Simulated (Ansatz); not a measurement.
# Hf (hcp)

Level of theory: DFT, HSE06, scalar-relativistic, no spin polarisation; plane waves to 420 eV with PAW datasets (Ansatz 0.2.0), 8×8×4 k-mesh, Gaussian smearing of 0.05 eV; PAW files: Ansatz's generated set soft_2.

```xyz
2
Lattice="3.2120 0.0000 0.0000 -1.6060 2.7816 0.0000 0.0000 0.0000 5.0594" Properties=species:S:1:pos:R:3 pbc="T T T"
Hf    0.0000    1.8544    3.7945
Hf    1.6060    0.9272    1.2648
```

At this volume the pressure is 0.20 GPa; it isn't quite the equilibrium of this level of theory.

Path: Γ–M–K–Γ–A–L–H–A | L–M | H–K, with Γ = (0.000, 0.000, 0.000), M = (0.500, 0.000, 0.000), K = (0.333, 0.333, 0.000), A = (0.000, 0.000, 0.500), L = (0.500, 0.000, 0.500), H = (0.333, 0.333, 0.500) in reciprocal vectors of the calculation's cell.

Q: Is it a metal or an insulator, and if it has a gap, where are the band edges on this path?

A: A metal: bands cross the Fermi level.

Levels between -4 and 4 eV from the Fermi level at the path's named points:
```tsv
point	below E_F (eV)	above E_F (eV)
Γ		0.22 1.54 1.54 1.96 2.51 2.51 3.25 3.25
M	-3.98 -3.23 -2.60 -1.39	1.14 1.23 2.11
K	-2.42 -2.38 -2.38 -1.89	0.63 0.63 2.51
A		0.19 0.19 1.44 1.44 1.44 1.44
L	-3.91 -3.91 -1.22 -1.22	1.11 1.11 3.18 3.18
H	-1.83 -1.83 -1.82 -1.82 -0.59 -0.59	3.06 3.06
```

For elements this heavy, spin–orbit coupling would shift levels and gaps; it isn't included here. Pressures of hybrids are less tightly converged. For a metal under a hybrid functional this mesh is coarse.
